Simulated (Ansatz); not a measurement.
Yb (fcc, Cu type)

```yaml
crystal:
  lattice:
    - [0.00000, 2.61182, 2.61182]
    - [2.61182, 0.00000, 2.61182]
    - [2.61182, 2.61182, 0.00000]
  atoms:
    - { symbol: Yb, position: [0.00000, 0.00000, 0.00000] }
```

The slice is a {110} plane (indices of the conventional cell) through the point (0.000, 0.000, 0.000) (fractional), spanned by u = [100] and v = [1 -1 -1] in vectors of this cell: u (3.69 Å) and v (5.22 Å, at 90° to u). It covers one period; positions are fractions (u, v).

All values below come from PBE (plane waves to 420 eV, PAW, scalar-relativistic; Ansatz, an electronic-structure program). k mesh 15×15×15. Near the nuclei the fields are pseudised (PAW); where an atom keeps semicore shells as valence, they peak there. The relaxed volume of Yb is well below the measured one. Yb is run without spin polarisation. Yb was relaxed with its symmetry unable to fall. The f-shell state is unchecked: a lower one may exist.

Three fields on this plane, each scaled to ten steps between its own extremes (0 low, 9 high; the total valence density on a logarithmic scale, the potential cut 8 eV below its top; x marks points blanked near nuclei; v = 0 in the bottom row):

Map A
```
|xxxxx20022002xxxx|
|xxxxx10022001xxxx|
|xxxx2001441002xxx|
|xxx300035530003xx|
|32100025665200012|
|00000246776420000|
|01123466666643211|
|44456666556666544|
|77777655445567777|
|99887653333567889|
|99987543223457899|
|99987542222457899|
|99987543223457899|
|99887653333567889|
|77777655445567777|
|44456666556666544|
|01123466666643211|
|00000246776420000|
|32100025665200012|
|xxx300035530003xx|
|xxxx2001441002xxx|
|xxxxx10022001xxxx|
|xxxxx20022002xxxx|
|xxxxx30011003xxxx|
```

Map B
```
|xxxxx01455410xxxx|
|xxxxx02566520xxxx|
|xxxx0035665300xxx|
|xxx002567765200xx|
|00002467777642000|
|11245677777765421|
|55566777777776655|
|77777777777777777|
|88888777667778888|
|99988776666778899|
|99998766666678999|
|99998766666678999|
|99998766666678999|
|99988776666778899|
|88888777667778888|
|77777777777777777|
|55566777777776655|
|11245677777765421|
|00002467777642000|
|xxx002567765200xx|
|xxxx0035665300xxx|
|xxxxx02566520xxxx|
|xxxxx01455410xxxx|
|xxxxx01455410xxxx|
```

Map C
```
|xxxxx94100149xxxx|
|xxxxx73100137xxxx|
|xxxx9521001259xxx|
|xxx963100001369xx|
|99753100000013579|
|44321000000001234|
|11110000000000111|
|00000000000000000|
|00000000000000000|
|00000000000000000|
|00000000000000000|
|00000000000000000|
|00000000000000000|
|00000000000000000|
|00000000000000000|
|00000000000000000|
|11110000000000111|
|44321000000001234|
|99753100000013579|
|xxx963100001369xx|
|xxxx9521001259xxx|
|xxxxx73100137xxxx|
|xxxxx94100149xxxx|
|xxxxx94100149xxxx|
```

Assign the maps to these fields: electron localisation function (ELF); valence electron density; electrostatic potential energy of an electron, from the cell's mean.

A is the electron localisation function (ELF); B is the electrostatic potential energy of an electron, from the cell's mean; C is the valence electron density.
